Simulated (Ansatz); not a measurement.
Na (bcc (W type), Im-3m) at seven volumes, plane-wave PAW LDA (Ansatz code), scaled uniformly. One row is withheld.

```
V (Å³/atom)  P (GPa)
-----------  -------
30.295          1.03
31.294          0.63
32.293          0.29
33.292          0.00
34.290         -0.26
35.289         -0.48
36.288             ?
```

Problem. Fit the shown pressures and predict the withheld one.

Solution. Third-order Birch–Murnaghan: P = (3/2)B₀(x^(7/2) − x^(5/2))[1 + (3/4)(B′ − 4)(x − 1)] with x = (V₀/V)^(2/3). Least squares on the six rows gives V₀ = 33.278 Å³/atom, B₀ = 9.146 GPa, B′ = 3.84. At V = 36.288, x = 0.9439 and P = -0.67 GPa. The run itself gave -0.67 GPa.

Symmetry was held in the LDA relaxation.

Potentials: the earlier of the program's two PAW sets. The files were generated under PBE; for other functionals the program regenerates the frozen cores, and for LDA and PBEsol the local potential too.
